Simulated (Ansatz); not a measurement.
Input and command of a plane-wave DFT calculation in Ansatz:

```yaml
crystal:
  lattice:
    - [3.6478766918, 0.0, 0.0]
    - [0.0, 3.6478766918, 0.0]
    - [0.0, 0.0, 3.6478766918]
  atoms:
    - { symbol: Li, position: [0.0, 0.5, 0.5] }
    - { symbol: Li, position: [0.5, 0.0, 0.5] }
    - { symbol: Li, position: [0.5, 0.5, 0.0] }
    - { symbol: Os, position: [0.0, 0.0, 0.0] }
basis:
  ecutwfc: 500
kpoints:
  mp_grid: { grid: [12, 12, 12] }
hamiltonian:
  xc: r2scan
scf:
  occupations: { method: gaussian, width: 0.1 }
output:
  forces: true
  stress: true
  eigenvalues: true
relax:
  adjacent_minimum: "off"
  f_tol: 0.01
  max_steps: 80
  cell: { stress_tol: 0.05 }
```

```bash
ansatz run input.yaml --threads 1 --pin off --max-ram 2560MiB --backend cpu --events-out ev --progress --plain --runs-dir out
```

Processor: Intel(R) Xeon(R) Platinum 8488C (Sapphire Rapids), 1 thread, on a host shared with other jobs.

Question: How long does it run, and how much memory does it take?

Answer: About 32 s on 1 thread of Intel(R) Xeon(R) Platinum 8488C (Sapphire Rapids), on a shared host, peak memory 0.53 GiB. It solves 17 bands at 84 k points (the mesh reduced by the symmetry that the task leaves, which can be less than the crystal's) with about 1309 plane waves (on the last cell), in 27 SCF iterations over 4 ionic steps.
